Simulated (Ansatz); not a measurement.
CrI3 in space group R-3 (No. 148; Cr on 6c, I on 18f), the program Ansatz at the PBE+D3(BJ) level (PAW), all energies at zero smearing, with the estimated change up to a 700 eV cutoff added, with one set of potentials and settings (totals compare only within such a set). Cell of 8 atoms (2 Cr, 6 I): -51839.229 eV.

```csv
element,reference phase,E (eV/atom)
Cr,"Im-3m, 2 atoms in the cell, spin-polarised",-3378.2478
I,"Cmce, 4 atoms in the cell",-7513.2016
```

Formation energy per atom, worked out: (-51839.229 − 2×(-3378.2478) − 6×(-7513.2016))/8 = -0.441 eV/atom (-43 kJ per mol of atoms), at 0 K, without zero-point energy or fitted corrections.

Symmetry was held in the PBE+D3(BJ) relaxation. The final state is ferromagnetic, chosen from 2 collinear starts compared on coarse meshes (ties went to the first, and starts can fall back to one state), not a proven ground state. The volume moved by 16 % from the start of the relaxation. No Hubbard U is applied. The references are the lowest solids computed at this level, not always the standard phases. Scalar-relativistic: spin–orbit coupling is off unless named, which matters more the heavier the elements.

Potentials: the later of the program's two PAW sets.
